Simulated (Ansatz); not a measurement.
Below is a relaxed structure of TaAgS2. The cell was found from a structure generator's guess, not taken from experiment.

Level of theory: DFT PBE, scalar-relativistic, plane waves, PAW (Ansatz). Cutoff 420 eV, Γ-centred mesh, Gaussian smearing, no spin polarisation.

```
Ta Ag S
1.0
     3.28745    0.00000    0.00000
    -1.64373    2.84702    0.00000
     0.00000    0.00000    7.92610
Ta Ag S
1 1 2
Direct
  0.00000 0.00000 0.50000
  0.00000 0.00000 0.00000
  0.33333 0.66667 0.29718
  0.66667 0.33333 0.70282
```

Energies over the elements count from the elements' standard structures at the same level, with no fitted energy shifts.

**Question.** Find its symmetry and describe it.

**Answer.** P-3m1 (No. 164). Conventional cell: a = 3.287 Å, c = 7.926 Å. Ta has 6 S at 2.49 Å; around Ag lie 6 S at 3.03 Å and 6 Ag at 3.29 Å; around S lie 3 Ta at 2.49 Å and 3 Ag at 3.03 Å.

**Question.** What is its formation energy per atom?

**Answer.** −0.58 eV/atom. Whether it is stable depends on the other phases of the system, which aren't compared here.

**Question.** Is it a metal?

**Answer.** Yes, bands cross the Fermi level on the 18×18×6 mesh.

**Question.** From what recipe could a structure generator have reached it?

**Answer.** One such recipe: ordered mixture on the cation sites of nickel arsenide (P-3m1, No. 164). Other recipes can lead to the same cell.

The last run used an 18×18×6 mesh (in the run's order of axes) for its 4-atom cell and Gaussian smearing of 0.10 eV. Spin–orbit coupling, which can matter for Ta, is left out. The reference form of S is held partly by dispersion forces, which this level lacks. A structure relaxed within its symmetry needn't be a true minimum.
